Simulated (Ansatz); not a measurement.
A 6-atom cell of ZrSnO4 built on tetragonal HfO2 (relaxed group P-4m2) was relaxed with 3 functionals in Ansatz 0.2.0, cell and atoms free, the symmetry of the start kept (meshes: PBE 8×8×6, r2SCAN 6×6×4, PBEsol 6×6×4). The calculation is spin-unpolarised, and the structure need not be a phase that has been made.

The r2SCAN result:
```cif
data_structure
_symmetry_space_group_name_H-M 'P-4m2'
_symmetry_Int_Tables_number 115
_cell_length_a 3.5775
_cell_length_b 3.5775
_cell_length_c 5.3592
_cell_angle_alpha 90.000
_cell_angle_beta 90.000
_cell_angle_gamma 90.000
_cell_volume 68.59
loop_
_atom_site_label
_atom_site_type_symbol
_atom_site_symmetry_multiplicity
_atom_site_Wyckoff_symbol
_atom_site_fract_x
_atom_site_fract_y
_atom_site_fract_z
_atom_site_occupancy
Zr1 Zr 1 c 0.50000 0.50000 0.50000 1
Sn1 Sn 1 a 0.00000 0.00000 0.00000 1
O1 O 2 g 0.50000 0.00000 0.68301 1
O2 O 2 g 0.00000 0.50000 0.81748 1
```

Space group P-4m2 (No. 115), tetragonal; a = 3.577 Å, c = 5.359 Å in the conventional setting, 11.43 Å³ an atom. Zr is surrounded by 8 O at 2.04–2.47 Å; Sn is surrounded by 8 O at 2.04–2.47 Å; O is surrounded by 2 Zr at 2.04 Å and 2 Sn at 2.47 Å; O is surrounded by 2 Sn at 2.04 Å and 2 Zr at 2.47 Å.

Question: What lattice does PBE give?

Answer: a = 3.609 Å, c = 5.443 Å; the volume differs by +3.4 % from r2SCAN's. Zr has 8 O at 2.05–2.50 Å; Sn has 8 O at 2.06–2.51 Å; O has 2 Zr at 2.05 Å and 2 Sn at 2.51 Å (further sites aren't listed).

Question: How does the cell change with PBEsol?

Answer: a = 3.573 Å, c = 5.334 Å; the volume differs by -0.7 % from r2SCAN's. Zr is surrounded by 8 O at 2.04–2.44 Å; Sn is surrounded by 8 O at 2.05–2.45 Å; O is surrounded by 2 Zr at 2.04 Å and 2 Sn at 2.45 Å (further sites aren't listed).

Question: Held at the r2SCAN cell, what mean stress does PBE find, and does its sign point to its own minimum?

Answer: Yes. PBE +6.08 GPa, and its relaxed volume is +3.4 % from r2SCAN's. Compression counts positive, so a positive stress asks for a larger cell.
